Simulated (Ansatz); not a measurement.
Ga3As2P as one 6-atom ordering (I-4m2) on the zincblende lattice at its r2SCAN geometry, run in the PAW code Ansatz at 3 levels of theory. No spin polarisation. The prototype was imposed, so other structures may be more stable.

The r2SCAN input:
```yaml
crystal:
  lattice:
    - [-1.9776493862, 1.9776493862, 8.3914858916]
    - [1.9776493862, -1.9776493862, 8.3914858916]
    - [1.9776493862, 1.9776493862, -8.3914858916]
  atoms:
    - { symbol: P, position: [0.0, 0.0, 0.0] }
    - { symbol: Ga, position: [0.5795289229, 0.0795289229, 0.5] }
    - { symbol: As, position: [0.6648261134, 0.6648261134, 0.0] }
    - { symbol: Ga, position: [0.25, 0.75, 0.5] }
    - { symbol: As, position: [0.3351738866, 0.3351738866, 0.0] }
    - { symbol: Ga, position: [0.9204710771, 0.4204710771, 0.5] }
kpoints:
  mp_grid: { grid: [10, 10, 10] }
  band_path:
    path:
      - [0.0, 0.0, 0.0]
      - [0.0, 0.0, 0.5]
      - [0.25, 0.25, 0.25]
      - [0.0, 0.5, 0.0]
      - [0.5, 0.5, -0.5]
      - [0.2638854791, 0.7361145209, -0.2638854791]
      - [-0.2638854791, 0.2638854791, 0.2638854791]
      - [-0.0277709582, 0.0277709582, 0.5]
      - [0.5, 0.5, -0.0277709582]
    npoints: 1
hamiltonian:
  xc: r2scan
scf:
  occupations: { method: fixed }
  n_extra_bands: 5
output:
  forces: true
  stress: true
  eigenvalues: true
  write_density: true
  write_potential: true
  elf: true
  volumetric_format: npy
```

Main results, then, where recorded, the levels near the gap in eV from the Fermi energy (columns number the bands from 0), one row a point of the path (Γ, X, P, N, M, S, S₀, R, G):
```
Crystal: 6 atoms, lattice volume = 131.280 Å³
Symmetry: 8 space group operations
Space group: I-4m2 (ITA 119)
```
```
Basis set: ecut = 500 eV, 3359 PW (Γ), FFT grids on a1−a2, a2, a1+a3
k-points: 102 of 1000 (time reversal used)
SCF 1 converged in 8 iterations: F = -21861.958169 eV  dr2 = 3.22e-8
Free energy (F): -21861.958169 eV
Fermi energy:    7.593361 eV
--- Forces (eV/Å), atoms counted from 1 ---
  atom   1  P       0.00000      0.00000      0.00000
  atom   2  Ga      0.00000      0.00000    -0.00038
  atom   3  As      0.00000      0.00000    -0.00139
  atom   4  Ga      0.00000      0.00000      0.00000
  atom   5  As      0.00000      0.00000      0.00139
  atom   6  Ga      0.00000      0.00000      0.00038
--- Stress (GPa, compression-positive) ---
       -0.010773       0.000000       0.000000
        0.000000      -0.010773       0.000000
        0.000000       0.000000       0.016663
  P = ⅓ Tr σ = -0.0016 GPa (-0.016 kbar)
```
```tsv
band_33	band_34	band_35	band_36	band_37	band_38	band_39
-2.141	-0.035	0.000	0.000	1.374	1.759	1.971
-3.362	-3.316	-2.790	-2.780	1.776	1.981	3.664
-3.076	-3.075	-3.002	-2.908	2.168	2.485	2.518
-1.631	-1.202	-1.074	-1.017	1.543	2.810	3.094
-1.188	-1.188	-0.894	-0.894	1.786	1.873	2.796
-1.657	-1.652	-1.112	-0.955	1.984	2.023	3.137
-1.657	-1.652	-1.112	-0.955	1.984	2.023	3.137
-3.284	-3.249	-2.815	-2.810	1.838	2.045	3.661
-3.284	-3.249	-2.815	-2.810	1.838	2.045	3.661
```

With r2SCAN the gap is 1.37 eV and direct, at Γ.

Q: Another run on the same cell gave
```
Basis set: ecut = 420 eV, 2561 PW (Γ), FFT grids on a1+a3, a2+a3, a3
k-points: 30 of 216 (time reversal used)
SCF 1 stopped early in 5 iterations: F = -21819.173158 eV  dr2 = 3.05e-5
SCF 2 stopped early in 8 iterations: F = -21823.761624 eV  dr2 = 1.48e-6
hybrid outer 1: dexx = +3.288e-2 eV, tail = 1.73e-4 eV
SCF 3 converged in 6 iterations: F = -21823.761639 eV  dr2 = 5.22e-10
hybrid outer 2: dexx = +4.598e-6 eV, tail = 9.66e-8 eV, Δε = 2.76e-3 eV, ΔF = 2.96e-3 eV/Å
SCF 4 converged in 2 iterations: F = -21823.761638 eV  dr2 = 6.62e-10
hybrid outer 3: dexx = +2.449e-9 eV, tail = 2.02e-9 eV, Δε = 8.32e-5 eV, ΔF = 2.35e-5 eV/Å
Free energy (F): -21823.761638 eV
Fermi energy:    7.409816 eV
--- Forces (eV/Å), atoms counted from 1 ---
  atom   1  P       0.00000      0.00000      0.00000
  atom   2  Ga      0.00000      0.00000    -0.00565
  atom   3  As      0.00000      0.00000    -0.00344
  atom   4  Ga      0.00000      0.00000      0.00000
  atom   5  As      0.00000      0.00000      0.00344
  atom   6  Ga      0.00000      0.00000      0.00565
--- Stress (GPa, compression-positive) ---
        0.672293       0.000000       0.000000
        0.000000       0.672293       0.000000
        0.000000       0.000000       0.550294
  P = ⅓ Tr σ = 0.6316 GPa (6.316 kbar)
```
```tsv
band_33	band_34	band_35	band_36	band_37	band_38	band_39
-2.234	-0.035	0.000	0.000	1.774	2.163	2.330
-3.539	-3.465	-2.923	-2.909	2.095	2.374	4.034
-3.229	-3.229	-3.146	-3.036	2.509	2.812	2.937
-1.716	-1.250	-1.109	-1.051	1.947	3.280	3.551
-1.238	-1.238	-0.915	-0.915	2.105	2.290	3.277
-1.743	-1.706	-1.151	-0.986	2.399	2.439	3.595
-1.743	-1.706	-1.151	-0.986	2.399	2.439	3.595
-3.457	-3.397	-2.949	-2.940	2.159	2.440	4.038
-3.457	-3.397	-2.949	-2.940	2.159	2.440	4.038
```
Which level of theory and mesh gave it?

A: It is HSE06, judged by the exchange loop and the size of the gap (a near hybrid could fit too), on 6×6×6; the blocks that differ from the first input, but for the band path:
```yaml
kpoints:
  mp_grid: { grid: [6, 6, 6] }
hamiltonian:
  xc: hse06
```
The HSE06 gap is direct at Γ: 1.77 eV. The mean pressure is +0.6 GPa (compression positive), so HSE06 would enlarge the cell's volume. (The program warns that its thresholds are loose for a hybrid's stress.)

Q: In the first input these blocks are replaced (the band path and keys that only write files left aside):
```yaml
kpoints:
  mp_grid: { grid: [6, 6, 6] }
hamiltonian:
  xc: pbe0
```
What comes out?

A:
```
Basis set: ecut = 420 eV, 2561 PW (Γ), FFT grids on a1−a2, a2, a1+a3
k-points: 30 of 216 (time reversal used)
SCF 1 stopped early in 5 iterations: F = -21819.172951 eV  dr2 = 2.77e-5
SCF 2 stopped early in 8 iterations: F = -21823.972346 eV  dr2 = 1.27e-5
hybrid outer 1: dexx = +4.566e-2 eV, tail = 2.18e-4 eV
SCF 3 converged in 6 iterations: F = -21823.972516 eV  dr2 = 1.05e-9
hybrid outer 2: dexx = +1.027e-5 eV, tail = 1.64e-7 eV, Δε = 4.59e-3 eV, ΔF = 7.49e-3 eV/Å
SCF 4 converged in 2 iterations: F = -21823.972516 eV  dr2 = 1.41e-9
hybrid outer 3: dexx = +3.637e-9 eV, tail = 3.84e-9 eV, Δε = 1.14e-4 eV, ΔF = 4.48e-5 eV/Å
Free energy (F): -21823.972516 eV
Fermi energy:    7.088174 eV
--- Forces (eV/Å), atoms counted from 1 ---
  atom   1  P       0.00000      0.00000      0.00000
  atom   2  Ga      0.00000      0.00000    -0.00495
  atom   3  As      0.00000      0.00000    -0.00400
  atom   4  Ga      0.00000      0.00000      0.00000
  atom   5  As      0.00000      0.00000      0.00400
  atom   6  Ga      0.00000      0.00000      0.00495
--- Stress (GPa, compression-positive) ---
        0.439937       0.000000       0.000000
        0.000000       0.439937       0.000000
        0.000000       0.000000       0.330200
  P = ⅓ Tr σ = 0.4034 GPa (4.034 kbar)
```
```tsv
band_33	band_34	band_35	band_36	band_37	band_38	band_39
-2.284	-0.020	0.000	0.000	2.359	2.804	2.969
-3.617	-3.540	-2.976	-2.961	2.736	3.022	4.704
-3.294	-3.292	-3.207	-3.093	3.158	3.464	3.596
-1.754	-1.271	-1.137	-1.076	2.567	3.937	4.206
-1.270	-1.270	-0.940	-0.940	2.750	2.941	3.928
-1.782	-1.737	-1.179	-1.009	3.032	3.068	4.253
-1.782	-1.737	-1.179	-1.009	3.032	3.068	4.253
-3.534	-3.471	-3.003	-2.993	2.801	3.089	4.707
-3.534	-3.471	-3.003	-2.993	2.801	3.089	4.707
```
The PBE0 gap is direct at Γ: 2.36 eV. The mean stress, +0.4 GPa, is small, and the program warns that its thresholds are loose for a hybrid's stress.

Small level splittings and stresses of the hybrids carry the error of their coarser meshes.

Totals of different functionals can't be compared.

The runs are scalar-relativistic, without spin-orbit coupling.
